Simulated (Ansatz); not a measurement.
# PbO (P4/nmm), two-dimensional strain map

Theory: DFT PBEsol, scalar-relativistic, plane waves, PAW (Ansatz). The runs took a 420 eV cutoff, a Γ-centred 8×8×6 mesh and Gaussian smearing (0.05 eV). Spin–orbit coupling is left out, which can shift energies with elements as heavy as these. No spin polarisation. Energies are free energies at this smearing, counted from the undisturbed cell; pressure is positive in compression.

The undisturbed cell (as given, not relaxed at this level; it stands at 0.9 GPa):

```
Pb O
1.0
     3.97440    0.00000    0.00000
     0.00000    3.97440    0.00000
     0.00000    0.00000    5.02200
Pb O
2 2
Direct
  0.00000 0.50000 0.23510
  0.50000 0.00000 0.76490
  0.00000 0.00000 0.00000
  0.50000 0.50000 0.00000
```

The cell is strained by p along both x and y and by q along z, fractional coordinates fixed. Points are written (p, q).

p was sampled at -0.030, -0.015, 0.000, 0.015, 0.030 and q at -0.030, -0.015, 0.000, 0.015, 0.030.

Q: Where on the computed points is the energy highest, and how high?

A: At (-0.030, -0.030): 58.2 meV/atom.

Q: Away from (0, 0), which computed point is lowest?

A: (0.000, 0.015): -0.3 meV/atom.

The map, in meV/atom:

| p \ q | -0.030 | -0.015 | 0.000 | 0.015 | 0.030 |
| --- | --- | --- | --- | --- | --- |
| -0.030 | 58.2 | 43.6 | 32.3 | 24.1 | 19.0 |
| -0.015 | 26.3 | 16.5 | 9.6 | 5.6 | 4.5 |
| 0.000 | 8.5 | 2.9 | 0.0 | -0.3 | 2.1 |
| 0.015 | 3.1 | 1.3 | 2.0 | 5.1 | 10.6 |
| 0.030 | 8.8 | 10.4 | 14.2 | 20.3 | 28.5 |